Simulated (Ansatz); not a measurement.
# Clamped-ion strain scan in W2N3

Level of theory: DFT PBE+D3(BJ), scalar-relativistic, plane waves, PAW in Ansatz. Settings: plane waves to 420 eV, k-mesh 18×18×4 (Γ-centred), Gaussian smearing 0.15 eV. Spin–orbit coupling is left out, which can shift energies with elements as heavy as these. No spin polarisation. Energies are free energies at this smearing, counted from the undisturbed cell; pressure is positive in compression.

The starting cell (relaxed at this level; it needn't be the usual structure):

```xyz
10
Lattice="2.8947 0.0000 0.0000 -1.4473 2.5069 0.0000 0.0000 0.0000 15.3046" Properties=species:S:1:pos:R:3 pbc="T T T"
W     1.4473    0.8356    2.3668
W     0.0000    1.6713   12.9378
W     0.0000    1.6713   10.0191
W     1.4473    0.8356    5.2855
N     1.4473    0.8356   14.0530
N     0.0000    1.6713    1.2516
N     0.0000    1.6713    6.4007
N     1.4473    0.8356    8.9038
N     1.4473    0.8356   11.4784
N     0.0000    1.6713    3.8261
```

The cell is strained by ε times the Voigt pattern (1, 0, 0, 0, 0, 0) (xx, yy, zz, yz, xz, xy; engineering shear) with fractional coordinates fixed. The cell is metallic on the mesh throughout.

**Question.** Over the sampled range (-0.1500 to 0.1125), is the undisturbed cell the lowest point?

**Answer.** Yes, every other sampled point lies higher.

The scan:

| ε | ΔE (meV/atom) |
| --- | --- |
| -0.1500 | 748.9 |
| -0.0750 | 153.0 |
| 0.0000 | 0.0 |
| 0.0375 | 28.2 |
| 0.1125 | 207.2 |